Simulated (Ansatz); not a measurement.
Calculation for fcc Ni (110), 3 layers: DFT, PBE, PAW with Ansatz's default frozen-core files, scalar-relativistic (Ansatz 0.2.0).

The slab is cut from a bulk crystal relaxed on PAW files (its atoms may have been relaxed since).

Command: `ansatz run input.yaml --threads 2 --pin off --max-ram 6144MiB --backend cpu --events-out ev --progress --plain --runs-dir out` It took 49 s on 2 threads of Arm Neoverse V1, with other jobs on the host, peak memory 0.64 GiB.

```yaml
crystal:
  lattice:
    - [2.4880368655, 0.0, 0.0]
    - [0.0, 3.5186154789, 0.0]
    - [0.0, 0.0, 18.488]
  atoms:
    - { symbol: Ni, position: [0.0, 0.0, 0.4327121142], spin: 1.0 }
    - { symbol: Ni, position: [0.5, 0.5, 0.5], spin: 1.0 }
    - { symbol: Ni, position: [0.0, 0.0, 0.5672878858], spin: 1.0 }
magnetization:
  spin_polarized: true
kpoints:
  mp_grid: { grid: [15, 10, 1] }
scf:
  occupations: { method: fermi_dirac, width: 0.05 }
hamiltonian:
  xc: pbe
  pseudopotentials: { kind: paw }
output:
  forces: true
  stress: true
  eigenvalues: true
  populations: true
efield:
  axis: 3
  amplitude: 0
  dipole_correction: true
```

Output:

```
Engine: ansatz 0.2.0
Pseudopotentials: kind: paw
Pseudopotential: Ni, paw, valence charge 18, recommended cutoff 420 eV (normal), Ni.paw.azcp
Functional definition: PBE
  parameter kappa = 0.804
  parameter beta = 0.06672455060314922
  exchange = pbe_x(kappa = kappa, mu = beta*pi^2/3)
  correlation = pbe_c(beta = beta)
Crystal: 3 atoms, lattice volume = 161.852 Å³
Basis set: ecut = 420 eV, 3155 PW (Γ), exchange–correlation on 36×48×250 points (8 copies of the dense FFT grid, shifted against one another)
Bands: 35, of which v1, the nominal top of the filled ones, is band 27 counted from 1 (26 counted from 0)
Symmetry: 4 space group operations
k-points: 48 of 150
Non-local potential: Ni, projectors of the file, l = 0: 3, l = 1: 2, l = 2: 3, l = 3: 1
PAW form: soft (Blöchl's): semilocal exchange-correlation on the pseudo side does not see the compensation charge
PAW one-centre angular grid: Ni, 590 points (default); XC on 64 Gauss nodes
Initial density: superposition of atomic densities (neutral atoms: chi_scale 0, normalization atom)
Starting moments: Σ|m| = 3 μB on 3 of 3 sites
Initial wavefunctions: pseudopotential atomic-orbital guess
Functional: x = pbe(κ = 0.804, μ = 0.2195149727645171), c = pbe(β = 0.06672455060314922)
SCF iter   1: F=—  HF=-17513.746174 eV  |F-HF|=—  |Δ(HF+E_count)|=         —  Δρ=1.62e-2 (↑1.58e-2 ↓1.62e-2)  dr2=3.19e0  dr2_m=1.65e-1  M=2.784 μB ∫|m|=2.928 μB  β_m=1.00  ethr=3.10e-3  p=0.000 e·Å  D=1.61e-14 V/Å  ΔV_dip=-0.00 eV  dr2_dipole=2.71e-10  V_vac-E_F(+/−)=6.72/6.72 eV  ⟨swp⟩=11.3  Hψ=18701  notcnv=0  defer=12
Mixer restart at iter 1: flushing history
efield: sawtooth ramp at fractional position 0.9500 (placed from the atoms, in the widest stretch of the axis that holds none; the zero of the levels goes with the place), width 0.1000; the density the first Hamiltonian is built on has a dipole p = 0.000 e·Å; the dipole correction subtracts the counter field D = 1.61e-14 V/Å, which shifts the + side's vacuum level by -0.00 eV against the − side's; the planar-averaged density in the ramp window peaks in size at 1.8e-5 e/Å³
preconditioner: auto → LDOS  [metal: Δε(μ)=0.010 eV  Ē_g=6.885 eV  σ=0.050 eV  W_gap=0.05  n_scr=30 (ndim 8)  ℏωp=16.0 eV  f_vac=0.681  D(μ)=7.54/eV (n_scr^D=60)]
spin=Collinear: LDOS preconditioning applied to the charge; magnetization (m = ρ↑ − ρ↓) channel mixes plain (no charge-response kernel on spin).
SCF iter   2: F=—  HF=-17514.385153 eV  |F-HF|=—  |Δ(HF+E_count)|=   6.39e-1  Δρ=1.09e-2 (↑9.66e-3 ↓1.09e-2)  dr2=1.04e0  dr2_m=2.13e-3  M=2.693 μB ∫|m|=2.945 μB  β_m=0.39  ethr=3.10e-3  p=-0.000 e·Å  D=-7.45e-6 V/Å  ΔV_dip=0.00 eV  dr2_dipole=1.59e-9  V_vac-E_F(+/−)=5.95/5.95 eV  ⟨swp⟩=3.0  Hψ=6027  notcnv=0  defer=147
density mixer auto → msr1: a metal under ldos (density of states about μ 3.23 of a free-electron gas's, 30 screened modes)
SCF iter   3: F=—  HF=-17515.764759 eV  |F-HF|=—  |Δ(HF+E_count)|=    1.38e0  Δρ=6.79e-3 (↑5.64e-3 ↓6.79e-3)  dr2=9.06e-2  dr2_m=4.26e-2  M=2.612 μB ∫|m|=2.926 μB  β_m=0.49  ethr=1.92e-3  p=-0.000 e·Å  D=-1.06e-5 V/Å  ΔV_dip=0.00 eV  dr2_dipole=3.17e-9  V_vac-E_F(+/−)=5.15/5.15 eV  ⟨swp⟩=3.7  Hψ=5641  notcnv=0  defer=149
SCF iter   4: F=—  HF=-17516.349517 eV  |F-HF|=—  |Δ(HF+E_count)|=   5.85e-1  Δρ=9.25e-3 (↑3.39e-3 ↓9.25e-3)  dr2=1.28e-1  dr2_m=3.03e-2  M=2.512 μB ∫|m|=2.805 μB  β_m=0.49  ethr=1.68e-4  p=-0.000 e·Å  D=-1.40e-5 V/Å  ΔV_dip=0.00 eV  dr2_dipole=4.03e-9  V_vac-E_F(+/−)=4.89/4.89 eV  ⟨swp⟩=3.3  Hψ=6094  notcnv=0  defer=153
SCF iter   5: F=—  HF=-17516.621135 eV  |F-HF|=—  |Δ(HF+E_count)|=   2.72e-1  Δρ=3.19e-3 (↑2.52e-3 ↓3.19e-3)  dr2=5.70e-3  dr2_m=1.14e-2  M=2.426 μB ∫|m|=2.685 μB  β_m=0.67  ethr=1.68e-4  p=-0.000 e·Å  D=-2.92e-6 V/Å  ΔV_dip=0.00 eV  dr2_dipole=4.39e-10  V_vac-E_F(+/−)=4.61/4.61 eV  ⟨swp⟩=3.7  Hψ=7013  notcnv=0  defer=155
SCF iter   6: F=—  HF=-17516.626238 eV  |F-HF|=—  |Δ(HF+E_count)|=   5.10e-3  Δρ=2.52e-3 (↑4.08e-4 ↓2.52e-3)  dr2=6.68e-3  dr2_m=2.37e-3  M=2.401 μB ∫|m|=2.661 μB  β_m=0.76  ethr=1.06e-5  p=-0.000 e·Å  D=-5.13e-6 V/Å  ΔV_dip=0.00 eV  dr2_dipole=6.64e-10  V_vac-E_F(+/−)=4.55/4.55 eV  ⟨swp⟩=2.1  Hψ=6812  notcnv=0  defer=167
SCF iter   7: F=—  HF=-17516.624843 eV  |F-HF|=—  |Δ(HF+E_count)|=   1.40e-3  Δρ=4.29e-4 (↑2.74e-4 ↓4.29e-4)  dr2=3.43e-4  dr2_m=8.56e-5  M=2.404 μB ∫|m|=2.660 μB  β_m=0.80  ethr=1.06e-5  p=0.000 e·Å  D=1.61e-6 V/Å  ΔV_dip=-0.00 eV  dr2_dipole=4.66e-10  V_vac-E_F(+/−)=4.50/4.50 eV  ⟨swp⟩=2.0  Hψ=5326  notcnv=0  defer=167
SCF iter   8: F=—  HF=-17516.624981 eV  |F-HF|=—  |Δ(HF+E_count)|=   1.38e-4  Δρ=1.49e-4 (↑4.07e-5 ↓1.49e-4)  dr2=2.05e-5  dr2_m=1.18e-5  M=2.406 μB ∫|m|=2.662 μB  β_m=0.90  ethr=6.36e-7  p=-0.000 e·Å  D=-1.54e-6 V/Å  ΔV_dip=0.00 eV  dr2_dipole=4.65e-10  V_vac-E_F(+/−)=4.51/4.51 eV  ⟨swp⟩=2.1  Hψ=5249  notcnv=0  defer=165
SCF iter   9: F=—  HF=-17516.624986 eV  |F-HF|=—  |Δ(HF+E_count)|=   5.16e-6  Δρ=3.50e-5 (↑7.65e-6 ↓3.50e-5)  dr2=1.11e-6  dr2_m=5.10e-7  M=2.406 μB ∫|m|=2.662 μB  β_m=0.92  ethr=3.80e-8  p=0.000 e·Å  D=3.45e-6 V/Å  ΔV_dip=-0.00 eV  dr2_dipole=7.67e-10  V_vac-E_F(+/−)=4.51/4.51 eV  ⟨swp⟩=2.0  Hψ=5163  notcnv=0  defer=165
SCF iter  10: F=—  HF=-17516.624987 eV  |F-HF|=—  |Δ(HF+E_count)|=   6.60e-7  Δρ=1.49e-5 (↑7.11e-6 ↓1.49e-5)  dr2=3.47e-7  dr2_m=9.35e-8  M=2.406 μB ∫|m|=2.663 μB  β_m=0.94  ethr=2.06e-9  p=-0.000 e·Å  D=-6.36e-6 V/Å  ΔV_dip=0.00 eV  dr2_dipole=2.54e-9  V_vac-E_F(+/−)=4.51/4.51 eV  ⟨swp⟩=2.1  Hψ=5695  notcnv=0  defer=165
SCF iter  11: F=—  HF=-17516.624987 eV  |F-HF|=—  |Δ(HF+E_count)|=   8.37e-8  Δρ=1.47e-5 (↑6.19e-6 ↓1.47e-5)  dr2=3.21e-7  dr2_m=5.34e-8  M=2.406 μB ∫|m|=2.663 μB  β_m=0.83  ethr=6.43e-10  p=0.000 e·Å  D=8.70e-6 V/Å  ΔV_dip=-0.00 eV  dr2_dipole=4.02e-9  V_vac-E_F(+/−)=4.51/4.51 eV  ⟨swp⟩=2.1  Hψ=5590  notcnv=0  defer=165
SCF iter  12: F=—  HF=-17516.624987 eV  |F-HF|=—  |Δ(HF+E_count)|=   7.95e-9  Δρ=5.67e-6 (↑2.91e-6 ↓5.67e-6)  dr2=5.58e-8  dr2_m=8.30e-9  M=2.406 μB ∫|m|=2.663 μB  β_m=0.79  ethr=5.95e-10  p=-0.000 e·Å  D=-2.65e-6 V/Å  ΔV_dip=0.00 eV  dr2_dipole=1.70e-10  V_vac-E_F(+/−)=4.51/4.51 eV  ⟨swp⟩=2.0  Hψ=4766  notcnv=0  defer=165
SCF iter  13: F=-17516.624987 eV  HF=-17516.624987 eV  |F-HF|=7.51e-9  |Δ(HF+E_count)|=   2.74e-8  Δρ=1.61e-6 (↑7.33e-7 ↓1.61e-6)  dr2=4.25e-9  dr2_m=9.87e-10  M=2.406 μB ∫|m|=2.663 μB  ethr=1.03e-10  p=-0.000 e·Å  D=-3.36e-7 V/Å  ΔV_dip=0.00 eV  dr2_dipole=1.58e-12  V_vac-E_F(+/−)=4.51/4.51 eV  ⟨swp⟩=10.9  Hψ=17823  notcnv=0
SCF 1 converged in 13 iterations: F = -17516.624987 eV  dr2 = 4.25e-9
  greatest PAW one-centre occupation: 1.001 electrons in one spin orbital (limit 2), on the Ni atom at site 0 (counted from 0), in its partial waves of l = 1
SCF converged after 13 iterations
Magnetization: 2.4065 μB (28.2032 up, 25.7968 down)
Absolute magnetization: 2.6644 μB (∫|ρ↑−ρ↓|, with the PAW one-centre terms)
Spin contamination: 0.0316 ħ² per cell (⟨S²⟩ above its minimum at these occupations)
Per-site moments (μB) at R_I (Å): [(0.8618594323193007, 1.0263152069530799), (0.73658545662004, 1.0263152070060741), (0.8618554303714392, 1.0263152069530799)]
Free energy (F): -17516.624987 eV
Harris-Foulkes:  -17516.624987 eV  (|F-HF|=7.51e-9)
Internal energy: -17516.565326 eV  (E = F + TS)
E sigma→0 (E₀):  -17516.595157 eV
Entropy (-TS):   -0.059661 eV (-19.887 meV/atom)
Fermi energy:    0.142103 eV
Dipole field:    D = 0.000002 V/Å  (p = 0.000001 e·Å, saw-weighted, corrected)
Work function:   Φ+ = 4.5054 eV   Φ− = 4.5054 eV
Levels:          The Fermi level and band energies are counted from a zero that moves with the ramp; work functions are not
--- Per-component energies (eV) ---
  E_band       = -1808.727829
  E_kinetic    = 841.343123
  E_local      = -70843.162591  (includes V_loc(G=0)·N_el)
  E_nonlocal   = 1918.416893
  E_hartree    = 34093.755002
  E_xc         = -248.432407
  E_vxc        = -319.810332  (∫ρ·V_xc dr)
  E_paw        = -4898.660983  (= ΣΔE_a)
  E_vpaw       = -1593.030143  (= ΣTr[D̂ρ^β])
  E_aug_tail   = 0.001578  (compensation charges beyond the density's cutoff)
  E_efield     = 0.000000  (sawtooth field / dipole correction)
  E_vefield    = 0.000000  (∫n·V_field dr)
  E_ewald      = 21620.174060
  E_smearing   = -0.059661  (= −TS)
  E_closure    = 0.000000  (closes the sum)
  Σ components = -17516.624987   (vs F -17516.624987, Δ=0.00e0)
--- Forces (eV/Å), atoms counted from 1 ---
  atom   1  Ni     0.00000000     0.00000000     0.86318231
  atom   2  Ni     0.00000000    -0.00000000    -0.00001208
  atom   3  Ni     0.00000000    -0.00000000    -0.86317479
  max |Σ_I F_I| component: 4.56e-6 eV/Å
--- Stress (GPa, compression-positive) ---
       -2.662755      -0.000000       0.000000
       -0.000000      -3.108167      -0.000000
        0.000000      -0.000000      -2.125632
  P = ⅓ Tr σ = -2.6322 GPa (-26.322 kbar)
--- Band table (eV; the first three rows and the last of 96) ---
  k-point 0 ↑: bands = ["-103.4837", "-103.2538", "-103.2493", "-63.9750", "-63.9043", "-63.6739", "-63.6670", "-63.6507", "-63.6494", "-63.5960", "-63.5868", "-63.5784", "-7.1082", "-3.8144", "-3.7743", "-3.2442", "-2.3837", "-2.3605", "-2.1652", "-1.9996", "-1.9495", "-1.2485", "-1.1894", "-1.0982", "-1.0383", "-0.9830", "-0.9076", "-0.5867", "-0.5047", "1.3317", "4.0295", "4.5349", "4.8995", "5.8744", "5.8947"]
  k-point 1 ↑: bands = ["-103.4836", "-103.2539", "-103.2493", "-63.9750", "-63.9040", "-63.6763", "-63.6659", "-63.6510", "-63.6494", "-63.6004", "-63.5802", "-63.5797", "-6.9876", "-3.8159", "-3.7710", "-3.2016", "-2.3544", "-2.2750", "-2.2465", "-1.9529", "-1.9442", "-1.3313", "-1.1694", "-1.0950", "-1.0521", "-0.9130", "-0.9089", "-0.5774", "-0.5163", "1.4129", "4.0586", "4.1311", "4.6537", "5.9710", "5.9890"]
  k-point 2 ↑: bands = ["-103.4834", "-103.2541", "-103.2493", "-63.9751", "-63.9032", "-63.6821", "-63.6631", "-63.6518", "-63.6494", "-63.6049", "-63.5831", "-63.5701", "-6.6342", "-3.8227", "-3.7836", "-3.0795", "-2.4283", "-2.2803", "-1.9608", "-1.9298", "-1.9067", "-1.4673", "-1.1315", "-1.1186", "-1.0903", "-0.8835", "-0.8021", "-0.5466", "-0.5439", "1.6569", "2.4933", "4.3748", "5.0071", "5.7575", "6.3237"]
  k-point 47 ↓: bands = ["-102.5504", "-102.2051", "-102.1995", "-63.0743", "-63.0193", "-62.8571", "-62.7379", "-62.7292", "-62.6205", "-62.5985", "-62.5955", "-62.5617", "-3.2860", "-2.7670", "-2.4936", "-2.1235", "-1.7748", "-1.7380", "-1.6463", "-0.8129", "-0.7879", "-0.7471", "-0.1798", "-0.1429", "0.2822", "0.4419", "0.5028", "1.8927", "2.4766", "5.7376", "6.7431", "7.3731", "7.6655", "8.1245", "9.0178"]
--- Löwdin populations: 3 sites ---
  site symbol       q [e]    m [muB]
     0     Ni     17.8014     0.8840
     1     Ni     17.7988     0.7333
     2     Ni     17.8014     0.8840
  spilling = 0.011081 (of n_electrons = 54.000000)
```

populations.tsv:

```
# site	symbol	l	j	q_up	q_dn
# orbitals = lowdin
# n_electrons = 54.000000
# spilling = 0.011081
0	Ni	0_3S	-	0.998905	0.998942
0	Ni	0_4S	-	0.496220	0.472727
0	Ni	1_3P	-	2.999085	2.998850
0	Ni	2_3D	-	4.848524	3.988176
1	Ni	0_3S	-	0.998268	0.998314
1	Ni	0_4S	-	0.483567	0.485610
1	Ni	1_3P	-	2.999288	2.999176
1	Ni	2_3D	-	4.784901	4.049655
2	Ni	0_3S	-	0.998905	0.998942
2	Ni	0_4S	-	0.496219	0.472726
2	Ni	1_3P	-	2.999085	2.998850
2	Ni	2_3D	-	4.848524	3.988181
```

Next run (atoms relaxed), as changes to the input before:

```diff
   eigenvalues: true
-  populations: true
+relax:
+  f_tol: 0.01
+  max_steps: 40
 efield:
```

Command: `ansatz run input.yaml --threads 2 --pin off --max-ram 6144MiB --backend cpu --events-out ev --progress --plain --runs-dir out` It took 3 min on 2 threads of Arm Neoverse V1, with other jobs on the host, peak memory 0.66 GiB.

Results part of the output:

```
Warning: output.stress: scf.convergence.dr2_threshold = 1e-7 eV (the SCF's general default) is looser than the 3e-10 eV advised for a printed stress (1e-10 eV for each atom of the cell: 3). What an SCF threshold leaves in a stress goes as its square root, and in the free energy as the threshold itself, and one threshold admits the most on a small cell: of the crystals measured, under no hybrid fun
SCF converged after 5 iterations
Magnetization: 2.3302 μB (28.1651 up, 25.8349 down)
Absolute magnetization: 2.5807 μB (∫|ρ↑−ρ↓|, with the PAW one-centre terms)
Spin contamination: 0.0293 ħ² per cell (⟨S²⟩ above its minimum at these occupations)
Per-site moments (μB) at R_I (Å): [(0.8325560832190847, 0.9504111162069394), (0.6971937740117927, 1.007875203886572), (0.8325569569185842, 0.9504111162069394)]
Free energy (F): -17516.716259 eV
Harris-Foulkes:  -17516.716259 eV  (|F-HF|=5.86e-10)
Internal energy: -17516.669089 eV  (E = F + TS)
E sigma→0 (E₀):  -17516.692674 eV
Entropy (-TS):   -0.047170 eV (-15.723 meV/atom)
Fermi energy:    0.194316 eV
Dipole field:    D = 0.000001 V/Å  (p = 0.000001 e·Å, saw-weighted, corrected)
Work function:   Φ+ = 4.4318 eV   Φ− = 4.4317 eV
Levels:          The Fermi level and band energies are counted from a zero that moves with the ramp; work functions are not
--- Per-component energies (eV) ---
  E_band       = -1810.273569
  E_kinetic    = 843.845154
  E_local      = -72591.017835  (includes V_loc(G=0)·N_el)
  E_nonlocal   = 1917.078499
[... lines left out ...]
  atom   1  Ni     0.00000000    -0.00000000    -0.00363906
  atom   2  Ni     0.00000000    -0.00000000    -0.00000032
  atom   3  Ni     0.00000000     0.00000000     0.00363793
  max |Σ_I F_I| component: 1.45e-6 eV/Å
--- Stress (GPa, compression-positive) ---
       -1.831635      -0.000000       0.000000
       -0.000000      -1.416056      -0.000000
        0.000000      -0.000000       0.008554
  P = ⅓ Tr σ = -1.0797 GPa (-10.797 kbar)
--- Band table (eV; the first three rows and the last of 96) ---
  k-point 0 ↑: bands = ["-103.4254", "-103.2661", "-103.2536", "-63.9236", "-63.8283", "-63.7673", "-63.6653", "-63.6175", "-63.6127", "-63.6064", "-63.5852", "-63.5718", "-7.2841", "-3.9301", "-3.7499", "-3.3725", "-2.3501", "-2.3198", "-2.2929", "-2.0542", "-1.9490", "-1.2595", "-1.2501", "-1.2039", "-0.9727", "-0.9626", "-0.8622", "-0.5184", "-0.3382", "1.5565", "4.1617", "4.5331", "4.7791", "5.8673", "6.0444"]
  k-point 1 ↑: bands = ["-103.4252", "-103.2663", "-103.2536", "-63.9244", "-63.8277", "-63.7644", "-63.6669", "-63.6181", "-63.6154", "-63.6127", "-63.5747", "-63.5741", "-7.1636", "-3.9230", "-3.7686", "-3.3383", "-2.4546", "-2.3058", "-2.1471", "-2.0566", "-1.8883", "-1.3171", "-1.2429", "-1.2389", "-1.0055", "-0.8655", "-0.8287", "-0.5105", "-0.3605", "1.6316", "3.9685", "4.2647", "4.6513", "5.9804", "6.1208"]
  k-point 2 ↑: bands = ["-103.4246", "-103.2669", "-103.2536", "-63.9266", "-63.8261", "-63.7567", "-63.6715", "-63.6266", "-63.6198", "-63.6127", "-63.5804", "-63.5591", "-6.8106", "-3.9311", "-3.8115", "-3.2375", "-2.6133", "-2.2387", "-2.0613", "-1.8571", "-1.7643", "-1.4826", "-1.2112", "-1.1928", "-1.0940", "-0.7533", "-0.7249", "-0.4809", "-0.4190", "1.8539", "2.4383", "4.5302", "5.0034", "5.9117", "6.3116"]
  k-point 47 ↓: bands = ["-102.5393", "-102.2424", "-102.2272", "-63.0652", "-63.0251", "-62.8508", "-62.7481", "-62.7378", "-62.7189", "-62.6214", "-62.6198", "-62.5872", "-3.4828", "-2.9303", "-2.7922", "-2.0693", "-1.9388", "-1.7516", "-1.6113", "-1.0387", "-0.8412", "-0.8093", "-0.2268", "-0.1086", "0.3401", "0.4442", "0.6425", "1.7937", "2.3869", "6.0638", "6.8446", "7.5190", "7.8577", "8.2419", "9.2096"]
--- Relaxed structure (5 steps of the walk, 5 accepted, 0 SCFs on fresh bases) ---
  F+E_penalty+E_count = -17516.71625893 eV   max|allowed force component| = 3.639e-3 eV/Å
  atoms:
    - { symbol: Ni, position: [0.0, 1.4515077602678347e-18, 0.4376885797770428] }
    - { symbol: Ni, position: [0.5, 0.49999999999999994, 0.500000006803527] }
    - { symbol: Ni, position: [0.0, -1.4515097446826848e-18, 0.5623114134194303] }
```

Next run (no images along the normal), as changes to the input before:

```diff
   atoms:
-    - { symbol: Ni, position: [0.0, 0.0, 0.4327121142], spin: 1.0 }
-    - { symbol: Ni, position: [0.5, 0.5, 0.5], spin: 1.0 }
-    - { symbol: Ni, position: [0.0, 0.0, 0.5672878858], spin: 1.0 }
+    - { symbol: Ni, position: [0.0, 0.0, 0.4376885798], spin: 1.0 }
+    - { symbol: Ni, position: [0.5, 0.5, 0.5000000068], spin: 1.0 }
+    - { symbol: Ni, position: [0.0, 0.0, 0.5623114134], spin: 1.0 }
+  periodic: [true, true, false]
 magnetization:
   eigenvalues: true
-relax:
-  f_tol: 0.01
-  max_steps: 40
-efield:
-  axis: 3
-  amplitude: 0
-  dipole_correction: true
```

Results part of the output:

```
Warning: crystal.periodic: the lattice vector that does not repeat stood 0.000° off the slab's normal, 18.488 Å along it as the deck builds it. The run solves the slab on a vector along the normal, 28.408 Å long, with every atom where it was (on the deck's vector they left 16.18 Å outside them, and the widest stretch free of ions among them is 1.15 Å). A fractional position that the run reports is
SCF 1 converged in 14 iterations: F = -17516.716262 eV  dr2 = 2.73e-10
  greatest PAW one-centre occupation: 1.001 electrons in one spin orbital (limit 2), on the Ni atom at site 2 (counted from 0), in its partial waves of l = 1
SCF converged after 14 iterations
an eigenvalue changed by more than its tolerance at an iteration that met the thresholds in force, so the SCF went on 1 time: the last check found none over its tolerance
Magnetization: 2.3302 μB (28.1651 up, 25.8349 down)
Absolute magnetization: 2.5821 μB (∫|ρ↑−ρ↓|, with the PAW one-centre terms)
Spin contamination: 0.0293 ħ² per cell (⟨S²⟩ above its minimum at these occupations)
Per-site moments (μB) at R_I (Å): [(0.8325697419539572, 0.9504111158836805), (0.6971937555215508, 1.007875240505962), (0.8325697419539569, 0.9504111158836805)]
Free energy (F): -17516.716262 eV
Harris-Foulkes:  -17516.716262 eV  (|F-HF|=4.98e-10)
Internal energy: -17516.669092 eV  (E = F + TS)
E sigma→0 (E₀):  -17516.692677 eV
Entropy (-TS):   -0.047170 eV (-15.723 meV/atom)
Fermi energy:    -4.431708 eV
--- Per-component energies (eV) ---
  E_band       = -2060.079378
  E_kinetic    = 843.845536
  E_local      = -190625.405973  (includes V_loc(G=0)·N_el)
[... lines left out ...]
  E_smearing   = -0.047170  (= −TS)
  E_closure    = 0.000000  (closes the sum)
  Σ components = -17516.716262   (vs F -17516.716262, Δ=0.00e0)
--- Forces (eV/Å), atoms counted from 1 ---
  atom   1  Ni     0.00000000     0.00000000    -0.00358188
  atom   2  Ni     0.00000000     0.00000000     0.00000000
  atom   3  Ni     0.00000000     0.00000000     0.00358188
  max |Σ_I F_I| component: 3.16e-24 eV/Å
--- 2D stress c σ (N/m, compression-positive) ---
       -3.386566      -0.000000      -0.000000
       -0.000000      -2.618170      -0.000000
        0.000000       0.000000       0.000000
  P = ½ c Tr σ = -3.0024 N/m
--- Band table (eV; the first three rows and the last of 96) ---
  k-point 0 ↑: bands = ["-108.0515", "-107.8921", "-107.8797", "-68.5496", "-68.4543", "-68.3933", "-68.2913", "-68.2436", "-68.2388", "-68.2324", "-68.2112", "-68.1979", "-11.9102", "-8.5561", "-8.3760", "-7.9985", "-6.9762", "-6.9459", "-6.9189", "-6.6802", "-6.5751", "-5.8856", "-5.8761", "-5.8299", "-5.5987", "-5.5886", "-5.4882", "-5.1445", "-4.9642", "-3.0695", "-0.5051 (-0.5088°)", "0.0398 (-0.0388°)", "0.1530", "0.6109", "1.0670"]
  k-point 1 ↑: bands = ["-108.0512", "-107.8923", "-107.8797", "-68.5505", "-68.4537", "-68.3905", "-68.2929", "-68.2442", "-68.2414", "-68.2388", "-68.2007", "-68.2002", "-11.7897", "-8.5491", "-8.3947", "-7.9643", "-7.0806", "-6.9318", "-6.7731", "-6.6826", "-6.5144", "-5.9432", "-5.8689", "-5.8650", "-5.6315", "-5.4915", "-5.4547", "-5.1366", "-4.9866", "-2.9944", "-0.6576 (-0.6575°)", "-0.4000 (-0.4035°)", "0.1572 (0.0804°)", "0.7199", "1.1835"]
  k-point 2 ↑: bands = ["-108.0506", "-107.8930", "-107.8797", "-68.5526", "-68.4521", "-68.3827", "-68.2976", "-68.2527", "-68.2458", "-68.2387", "-68.2065", "-68.1851", "-11.4367", "-8.5571", "-8.4375", "-7.8636", "-7.2394", "-6.8648", "-6.6874", "-6.4832", "-6.3903", "-6.1086", "-5.8372", "-5.8189", "-5.7200", "-5.3793", "-5.3509", "-5.1070", "-5.0450", "-2.7721", "-2.1877", "-0.1239 (-0.1259°)", "0.5063 (0.4362°)", "0.9493", "1.5284"]
  k-point 47 ↓: bands = ["-107.1653", "-106.8684", "-106.8532", "-67.6912", "-67.6511", "-67.4768", "-67.3741", "-67.3638", "-67.3449", "-67.2474", "-67.2458", "-67.2132", "-8.1089", "-7.5563", "-7.4182", "-6.6953", "-6.5648", "-6.3777", "-6.2373", "-5.6648", "-5.4673", "-5.4354", "-4.8529", "-4.7346", "-4.2859", "-4.1818", "-3.9835", "-2.8324", "-2.2391", "1.4377", "2.2186", "2.8929", "3.2316", "3.6159", "4.5836"]
  ° read free of the cell's end (the report's vacuum.weakly_bound_levels)
```

Other magnetic orders may lie lower.
